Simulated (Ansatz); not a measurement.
A geometry of CsPbCl3 away from equilibrium: step 15 of the relaxation of a randomly generated symmetric cell of CsPbCl3 (space group No. 39). Computed with r2SCAN (plane waves to 500 eV, PAW, scalar-relativistic; Ansatz, a quantum-chemistry and plane-wave program). Γ-centred k-mesh 3×4×4 on the run's cell (coarser than for final values), Fermi–Dirac smearing 0.05 eV. The plane waves were selected for a different cell earlier on the path.

```
CsPbCl3
1.0
    9.18854     0.00000     0.00000
    0.00000     3.72300     4.93892
    0.00000    -3.72300     4.93892
Cl Cs Pb
6 2 2
Cartesian
  7.14824   1.86150   7.74596
  2.04030  -1.86150   7.74596
  2.38456  -1.86150   3.96121
  6.80398   1.86150   3.96121
  5.01478  -1.86150   5.96215
  4.17376   1.86150   5.96215
  0.84702   1.86150   5.91300
  8.34152  -1.86150   5.91300
  4.59427   0.00000  -1.12308
  4.59427   0.00000   3.81584
```

Problem. What forces act on the atoms (eV/Å)?

Solution. 
| atom | Fx | Fy | Fz |
|---|---|---|---|
| Cl1 | -0.39 | 0.00 | 0.27 |
| Cl2 | 0.39 | 0.00 | 0.27 |
| Cl3 | -0.34 | 0.00 | 0.11 |
| Cl4 | 0.34 | 0.00 | 0.11 |
| Cl5 | 0.24 | 0.00 | -0.16 |
| Cl6 | -0.24 | 0.00 | -0.16 |
| Cs7 | -0.12 | 0.00 | 0.01 |
| Cs8 | 0.12 | 0.00 | 0.01 |
| Pb9 | 0.00 | 0.00 | -0.24 |
| Pb10 | 0.00 | 0.00 | -0.24 |

The path ends in Aem2 (No. 39). No spin polarisation in the result.

The run could not lose the symmetry of its start: the end is stationary, and may be a saddle point rather than a minimum.

The end of the path is a generated cell of CsPbCl3: the first start was made by a random draw of sites in a space group, and the end was not matched to a known phase here, so it may be hypothetical. Known forms of CsPbCl3 include space group No. 221.
